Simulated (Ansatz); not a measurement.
NbRu (rock salt, space group No. 225) at seven volumes, plane-wave PAW r²SCAN (Ansatz code), scaled uniformly. One row is withheld.

```csv
V (Å³/atom),P (GPa)
15.657,23.12
16.173,?
16.690,6.51
17.206,0.00
17.722,-5.55
18.238,-10.27
18.754,-14.30
```

**Question.** Fit the shown pressures and predict the withheld one.

**Answer.** Third-order Birch–Murnaghan: P = (3/2)B₀(x^(7/2) − x^(5/2))[1 + (3/4)(B′ − 4)(x − 1)] with x = (V₀/V)^(2/3). Least squares on the six rows gives V₀ = 17.206 Å³/atom, B₀ = 199.9 GPa, B′ = 4.31. At V = 16.173, x = 1.0421 and P = 14.15 GPa. The run itself gave 14.14 GPa.

Space group Fm-3m (rock salt). The start of the workflow was typed in or built on a structure type; neither database checked (COD, Materials Project) lists it. COD files the formula under space group No. 123, 221. Whether it is the stable phase at ambient conditions was not checked. Symmetry was held in the r²SCAN relaxation. At this level the phase is mechanically unstable. The run is not spin-polarised. Its formation energy is positive at this level, so the cell may be metastable or incomplete.

Potentials: the later of the program's two PAW sets.
